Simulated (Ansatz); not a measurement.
A relaxed structure of Sr$_{2}$H$_{3}$I is spoiled in several ways and relaxed again each time (noise and exchanges are one random draw each; pressure is positive under compression). The numbers are results of r2SCAN (plane waves to 500 eV, PAW, scalar-relativistic; Ansatz, an electronic-structure program), not measurements.

```cif
data_H3ISr2
_chemical_formula_sum 'Sr2 H3 I1'
_space_group_name_H-M_alt 'P-3m1'
_space_group_IT_number 164
_space_group_name_Hall '-P 3 2"'
_cell_length_a 4.23655
_cell_length_b 4.23655
_cell_length_c 7.67236
_cell_angle_alpha 90.000
_cell_angle_beta 90.000
_cell_angle_gamma 120.000
loop_
_atom_site_label
_atom_site_type_symbol
_atom_site_symmetry_multiplicity
_atom_site_Wyckoff_symbol
_atom_site_fract_x
_atom_site_fract_y
_atom_site_fract_z
_atom_site_occupancy
Sr1 Sr 2 d 0.33333 0.66667 0.32149 1
H1 H 1 b 0.00000 0.00000 0.50000 1
H2 H 2 d 0.66667 0.33333 0.35688 1
I1 I 1 a 0.00000 0.00000 0.00000 1
```

```csv
change,first pressure (GPa),largest first force (eV/Å),released (eV/atom),moves,outcome,final group,E − E(parent) (eV/atom)
with every coordinate shifted by Gaussian noise of σ = 0.1 Å,0.6,1.07,0.050,6,returns to the parent,P-3m1,0.000
"deformed by the Cartesian strain tensor (xx, yy, zz, yz, xz, xy) = (-0.064, 0.057, 0.070, 0.037, -0.071, 0.037)",0.1,0.72,0.12,7,returns to the parent,P-3m1,0.000
with one H and one Sr atom exchanged in a cell of 6 atoms,–,–,0.39,10,trapped higher,P-6m2,+0.157
"doubled along one cell vector, shaken by Gaussian noise of σ = 0.08 Å a coordinate",0.5,1.42,0.030,5,returns to the parent,P-3m1,0.000
```

First-step values come from each run's starting, coarser k-mesh (6×6×3, 6×3×3). Each cell has its own k-point mesh; energy differences are given only to the digits this allows. No spin polarisation in the result.

The relaxation started from an entry of Materials Project.
